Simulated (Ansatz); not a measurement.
## YS in the rocksalt structure

**The experiment.** The Crystallography Open Database holds a cell as deposited of cubic YS (space group Fm-3m), temperature not stated (1970): a = 5.487 Å, 20.65 Å³/atom.

Method: PBEsol, scalar-relativistic; no spin polarisation; PAW, 420 eV, Γ-centred 10×10×10 mesh, 0.05 eV Gaussian smearing; code Ansatz. The datasets are Ansatz's generated set soft_2.

```
Y S
1.0
     0.00000    2.72969    2.72969
     2.72969    0.00000    2.72969
     2.72969    2.72969    0.00000
Y S
1 1
Direct
  0.50000 0.50000 0.50000
  0.00000 0.00000 0.00000
```

The start was a prototype's sites filled with these elements; the Crystallography Open Database holds the compound in this structure.

The cell above was scaled in volume, its shape and atoms being fixed by the lattice's symmetry. Energies are counted from the cell above.

```json
{"V (Å³/atom)": "19.53", "ΔE (meV/atom)": "11.2", "P (GPa)": "4.6"}
{"V (Å³/atom)": "19.93", "ΔE (meV/atom)": "2.7", "P (GPa)": "2.2"}
{"V (Å³/atom)": "20.34", "ΔE (meV/atom)": "0.0", "P (GPa)": "0.0"}
{"V (Å³/atom)": "20.75", "ΔE (meV/atom)": "2.5", "P (GPa)": "-2.0"}
{"V (Å³/atom)": "21.15", "ΔE (meV/atom)": "9.8", "P (GPa)": "-3.7"}
```

(1) What do the points give for the equilibrium volume, the bulk modulus and its pressure derivative (third-order Birch–Murnaghan)?

Answer:

(1) V0 = 20.34 Å³/atom, B0 = 103 GPa, B0′ = 4.4.

B0·V0 = 103.3 GPa × 20.34 Å³ = 13.11 eV/atom sets the scale: near the minimum ΔE ≈ ½ B0 V0 x², with x = V/V0 − 1, and a pressure of 1.0 GPa squeezes the volume by about 1 %. At the ends of the curve: x = −4.0 % predicts 10.5 meV/atom and the run gives 11.2; x = +4.0 % predicts 10.5 meV/atom and the run gives 9.8. The lopsidedness is anharmonic: atoms resist being pushed together more than being pulled apart.

**Comparison.** The computed cell (5.459 Å, 20.34 Å³/atom) differs from the database's by −1.5 % in volume, about −0.5 % in length. PBEsol was built to cure PBE's overestimate of volumes, and the static lattice lacks thermal expansion.

The cell is a metal with an odd number of electrons, and spin polarisation wasn't tried.
